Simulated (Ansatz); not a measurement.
Starting cell, Rb (bcc, W type):

```
CELL_PARAMETERS angstrom
     -5.67105     5.67105     5.67105
      2.83552    -2.83552     2.83552
      2.83552     2.83552    -2.83552
ATOMIC_POSITIONS crystal
  Rb 0.00000 0.00000 0.00000
  Rb 0.50000 0.00000 0.00000
```

A phonon eigenvector at N = (0.5, 0.0, 0.0) is frozen into this cell: atom i moves by Q times the vector below, so Q is the largest atomic displacement, in Å. The cell is held. (q is in reciprocal vectors of the primitive cell; the cell shown is doubled to hold the pattern.)

```
atom      x       y       z
----  -----  ------  ------
Rb1   0.000  -0.707  -0.707
Rb2   0.000   0.707   0.707
```

Calculation: PBE (plane waves to 420 eV, PAW, scalar-relativistic; Ansatz, a program for electronic structure). k mesh 6×12×12 (Γ-centred), Fermi-Dirac smearing 0.05 eV. E stands for the smeared free energy. With partly filled bands, energies and forces of such displacements shift with the k mesh and the smearing. Rb was relaxed with its symmetry unable to fall. The PAW data are Ansatz's earlier set. ΔE is measured from the undisplaced structure.

| Q (Å) | ΔE (meV/cell) | −dE/dQ from forces (eV/Å) |
|---|---|---|
| -0.180 | [?] | 0.260 |
| -0.150 | 16.0 | 0.215 |
| -0.120 | 10.2 | 0.171 |
| -0.090 | [?] | 0.128 |
| -0.060 | 2.5 | 0.085 |
| -0.030 | 0.6 | 0.042 |
| 0.000 | 0.0 | 0.000 |
| 0.030 | 0.6 | -0.042 |
| 0.060 | 2.5 | -0.085 |
| 0.090 | [?] | -0.128 |
| 0.120 | 10.2 | -0.171 |
| 0.150 | 16.0 | -0.215 |
| 0.180 | [?] | -0.260 |

Q: Fill in the missing entries.

A: 
- -0.180, ΔE (meV/cell): 23.1
- -0.090, ΔE (meV/cell): 5.7
- 0.090, ΔE (meV/cell): 5.7
- 0.180, ΔE (meV/cell): 23.1

(A displaced cell: forces are minus the slopes of the energy, force constants its curvatures, and phonons follow from these.)
